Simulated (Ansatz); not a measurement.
Li$_{3}$Pb, in the lowest among the structures calculated here: Fm-3m (No. 225), cF16; a = b = c = 6.616 Å, α = β = γ = 90.00°; Li 8c (0.250, 0.250, 0.250); Li 4b (0.500, 0.500, 0.500); Pb 4a (0.000, 0.000, 0.000). Method: PBEsol (plane waves to 420 eV, PAW, scalar-relativistic; Ansatz, a first-principles code). Element references, the lowest calculated here: Li (Fm-3m, not the ambient form), Pb (Fm-3m).

### Question
What is the computed formation energy of this Fm-3m form of Li3Pb from the elements (PBEsol)?

### Answer
-0.34 eV/atom.

Static energies, no anion corrections, no zero-point energy. Values are rounded to 0.01 eV/atom. Spin-orbit coupling is missing from these energies, which matters for elements this heavy. The compounds carry no spin polarisation.
